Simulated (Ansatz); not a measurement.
A geometry of Ti3Al away from equilibrium: step 2 of the relaxation of a randomly generated symmetric cell of Ti3Al (space group No. 160). Method: PBE (plane waves to 420 eV, PAW, scalar-relativistic; Ansatz, an electronic-structure program). Γ-centred k-mesh 9×9×9 on the run's cell (coarser than for final values), Fermi–Dirac smearing 0.05 eV. The plane waves were selected for a different cell earlier on the path.

```yaml
crystal:
  lattice:
    - [3.99989, 2.30934, 1.32503]
    - [-3.99989, 2.30934, 1.32503]
    - [0.00000, -4.61868, 1.32503]
  atoms:
    - { symbol: Al, position: [0.35738, 0.35738, 0.35738] }
    - { symbol: Ti, position: [0.74392, 0.21350, 0.74392] }
    - { symbol: Ti, position: [0.74392, 0.74392, 0.21350] }
    - { symbol: Ti, position: [0.21350, 0.74392, 0.74392] }
```

### Question
What forces act on the atoms (eV/Å)?

### Answer
```
atom     Fx     Fy     Fz
----  -----  -----  -----
Al1    0.00   0.00  -0.36
Ti2    1.27  -0.73   0.12
Ti3    0.00   1.47   0.12
Ti4   -1.27  -0.73   0.12
```

The path ends in R3m (No. 160). No spin polarisation in the result.

The run could not lose the symmetry of its start, so the end can be a saddle point.

The end of the path is a generated cell of Ti3Al: the first start was made by a random draw of sites in a space group, and the end was not matched to a known phase here, so it may be hypothetical. Known forms of Ti3Al include space group No. 194.
